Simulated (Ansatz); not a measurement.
A geometry of AlNi away from equilibrium: the start of the relaxation of a generated cell, AlNi placed in the AFLOW prototype AB_hP6_154_a_b (B9, as in HgS). Calculation: PBEsol (plane waves to 420 eV, PAW, scalar-relativistic; Ansatz, a quantum-chemistry and plane-wave program). Γ-centred k-mesh 11×11×5 on the run's cell (coarser than for final values), Fermi–Dirac smearing 0.05 eV.

```xyz
6
Lattice="3.3505 0.0000 0.0000 -1.6753 2.9016 0.0000 0.0000 0.0000 7.6759" Properties=species:S:1:pos:R:3 pbc="T T T"
Ni     2.4117     0.0000     5.1172
Ni    -1.2058     2.0886     2.5586
Ni     0.4694     0.8130     0.0000
Al     1.6381     0.0000     1.2793
Al    -0.8190     1.4186     6.3966
Al     0.8562     1.4830     3.8379
```
Spin-polarised start, with parallel moments on Ni.

Question: What forces act on the atoms (eV/Å)?

Answer: 
```
atom     Fx     Fy    Fz
----  -----  -----  ----
Ni1   -0.29   0.00  0.00
Ni2    0.14  -0.25  0.00
Ni3    0.14   0.25  0.00
Al4    7.78   0.00  0.00
Al5   -3.89   6.74  0.00
Al6   -3.89  -6.74  0.00
```

Question: What is the pressure?

Answer: +41.4 GPa, compression positive.

No spin polarisation in the result: the starting moments vanished. A magnetic state may lie lower.

The run could not lose the symmetry of its start.
